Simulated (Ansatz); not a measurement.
A generator proposed this cell of Sn₄Bi₂O.

```
CELL_PARAMETERS angstrom
5.76093 0.00000 0.00000
-2.88047 4.98911 0.00000
0.00000 0.00000 7.44545
ATOMIC_POSITIONS crystal
Sn 0.33333 0.66667 0.81156
Sn 0.33333 0.66667 0.18844
Sn 0.66667 0.33333 0.18844
Sn 0.66667 0.33333 0.81156
Bi 0.33333 0.66667 0.50000
Bi 0.66667 0.33333 0.50000
O 0.00000 0.00000 0.50000
```

The calculation used DFT PBE, scalar-relativistic, plane waves, PAW (Ansatz). Plane waves to 420 eV, a k mesh through Γ of 3×3×4 on the computed 7-atom cell and Gaussian smearing (0.10 eV); no spin polarisation.

Formation energies are uncorrected and refer to the elements' standard structures at the same level (O₂ as a molecule). The references include grey tin.

Problem. What does a single point on this coarse mesh give?

Solution. The pressure is 20.7 GPa (the mean over three directions, positive in compression), the largest force is 8.20 eV/Å, and the energy is +1.83 eV/atom against the elements. The shortest distance is 2.32 Å.

Problem. Is it a good guess?

Solution. A poor one: relaxing gains about 1.6 eV/atom (the start's value is from the coarse mesh, so the gain is rough) in 20 ionic steps and ends at +0.21 eV/atom on the finer mesh. The symmetry stays P6/mmm (No. 191). The volume per atom grows by 0.8 %, from 30.6 to 30.8 Å³. The shortest distance goes from 2.32 Å (Sn–Bi) to 2.97 Å (Bi–O, Bi–Bi and Sn–Sn). The ratio c/a of the conventional cell changes by a factor of 1.41. Conventional cell: a = 5.153 Å, c = 9.381 Å. Sn has 4 Sn at 2.97–3.07 Å and 1 Bi at 3.15 Å; around Bi lie 3 Bi at 2.97 Å, 3 O at 2.97 Å and 2 Sn at 3.15 Å; O is surrounded by 6 Bi at 2.97 Å.

The last run used a 12×12×4 mesh (in the run's order of axes) for its 7-atom cell and Gaussian smearing of 0.10 eV. These runs have no spin–orbit coupling, which can matter for Bi. The relaxation can't lower the symmetry of the start, and the grade says only how near the guess is to its own end. Symmetry constrained the relaxation, so the result can be a saddle point.
